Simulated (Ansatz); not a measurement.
Computed with DFT PBE, scalar-relativistic, plane waves, PAW (Ansatz 0.2.0). All cells share a 420 eV cutoff and Γ-centred k meshes spaced at most about 0.3 Å⁻¹ (about 0.25 or finer for metals, 2π included). No spin polarisation in the final relaxations.

Temperature and zero-point effects are left out. All come from trial cells, and lower structures may exist.

Problem. Which of these relaxed structures of Ti₃W₂ is the lowest in energy?
A.

```cif
data_structure
_symmetry_space_group_name_H-M 'Fmmm'
_symmetry_Int_Tables_number 69
_cell_length_a 3.1878
_cell_length_b 4.5772
_cell_length_c 22.5853
_cell_angle_alpha 90.000
_cell_angle_beta 90.000
_cell_angle_gamma 90.000
_cell_volume 329.55
loop_
_atom_site_label
_atom_site_type_symbol
_atom_site_symmetry_multiplicity
_atom_site_Wyckoff_symbol
_atom_site_fract_x
_atom_site_fract_y
_atom_site_fract_z
_atom_site_occupancy
Ti1 Ti 4 b 0.50000 0.00000 0.00000 1
Ti2 Ti 8 i 0.50000 0.00000 0.19520 1
W1 W 8 i 0.50000 0.00000 0.40134 1
```

B.

```cif
data_structure
_symmetry_space_group_name_H-M 'R-3m:H'
_symmetry_Int_Tables_number 166
_cell_length_a 4.5452
_cell_length_b 4.5452
_cell_length_c 13.6916
_cell_angle_alpha 90.000
_cell_angle_beta 90.000
_cell_angle_gamma 120.000
_cell_volume 244.96
loop_
_atom_site_label
_atom_site_type_symbol
_atom_site_symmetry_multiplicity
_atom_site_Wyckoff_symbol
_atom_site_fract_x
_atom_site_fract_y
_atom_site_fract_z
_atom_site_occupancy
Ti1 Ti 6 c 0.66667 0.33333 0.93637 1
Ti2 Ti 3 a 0.00000 0.00000 0.00000 1
W1 W 6 c 0.33333 0.66667 0.86493 1
```

Solution. B. It has Ti and W ordered on bcc sites, space group R-3m (No. 166); the next, A, with Ti and W ordered on bcc sites, space group Fmmm (No. 69), lies 24 meV/atom higher. Counting all near atoms (those within 1.25 times the shortest distance at each site; a plus sign parts nearer from farther groups; a slash parts the counts of unlike sites), the lowest has Ti 8+6, W 8+6 and the next has Ti 14/8+6, W 8+6.

Spin–orbit coupling, which can matter for W, is left out. A magnetic state wasn't ruled out in cells without spin, among them Fmmm. Cells relaxed within their symmetry can be saddle points. Some structure types and database cells were kept out of the candidates from the start, so a known form may be missing.
